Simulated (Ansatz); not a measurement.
**BePd: zone-centre modes under pressure**

BePd, Pm-3m, a = 2.774 Å. The structure is a COD entry; whether it is the stable form wasn't checked. Ansatz: LDA, PAW, 420 eV, Γ-centred 14×14×14 mesh on 2 atoms, Fermi-Dirac smearing 0.15 eV; no spin polarisation. Cell and atoms are relaxed at each pressure with the symmetry kept; optical modes at Γ by linear response, in cm⁻¹, the highest.

| P (GPa) | V (Å³/atom) | ω1 |
| --- | --- | --- |
| 0 | 10.668 | 384.8 |
| 8 | 10.293 | ? |
| 25 | 9.678 | 466.6 |

Task: Get the mode's Grüneisen parameter γ = −d ln ω/d ln V from the other rows and predict the missing frequency.

Result: ln(V/V0) = 0.0000, -0.0358, -0.0974; a line through ln(ω/ω0) of the 2 known rows gives ω1: γ = 1.979, predicted 413.1, computed 414.6. The miss is 0.4 %, or 5 % of the shift under pressure, so a constant γ serves at that level. In a metal these frequencies hang on the mesh and smearing.

The mesh isn't the same in all rows (14×14×14, 16×16×16).